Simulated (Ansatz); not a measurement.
ZrTi:
```yaml
crystal:
  lattice:
    - [3.05873, 0.00000, 0.00000]
    - [-1.52936, 2.64894, 0.00000]
    - [0.00000, 0.00000, 4.85641]
  atoms:
    - { symbol: Zr, position: [0.00000, 0.00000, 0.00000] }
    - { symbol: Ti, position: [0.33333, 0.66667, 0.50000] }
```

Relaxed with PBEsol. Special points in fractions of this cell's reciprocal vectors: Γ (0.000, 0.000, 0.000); M (0.500, 0.000, 0.000); K (0.333, 0.333, 0.000); A (0.000, 0.000, 0.500); L (0.500, 0.000, 0.500); H (0.333, 0.333, 0.500).

### Question
List the band energies nearest the Fermi level at these points for the program Ansatz at the PBEsol level (PAW).

### Answer
In eV from the Fermi level; about four levels below and three above (degenerate sets whole), none deeper than 8.9 eV; points with the same levels are listed once.

| k | below | above |
|---|---|---|
| Γ | -5.92 -2.96 | 0.76 0.76 0.91 |
| M | -2.85 -2.14 -2.11 -0.37 | 0.46 0.70 1.31 |
| K | -1.98 -1.45 -1.22 -1.16 | 0.01 0.38 1.72 |
| A | -4.18 -3.97 0.00 | 0.11 0.66 0.66 |
| L | -2.98 -2.81 -1.01 -0.80 | 1.12 1.47 2.21 |
| H | -1.59 -1.02 -0.95 -0.14 | 0.07 1.80 1.88 |

Space group P-6m2. The first step of the workflow began from a Materials Project structure, measured or hypothetical; the Crystallography Open Database copy checked does not list it. With Zr and Ti taken as one species the cell has the higher symmetry P6_3/mmc, so it may be an ordered model of a mixed-site phase. Whether it is the stable phase at ambient conditions was not checked. The PBEsol relaxation kept the symmetry of its start; whether a distortion lowers the energy is not shown. No spin polarisation was allowed. Spin–orbit coupling is left out wherever it is not named.

Potentials: the later of the program's two PAW sets.
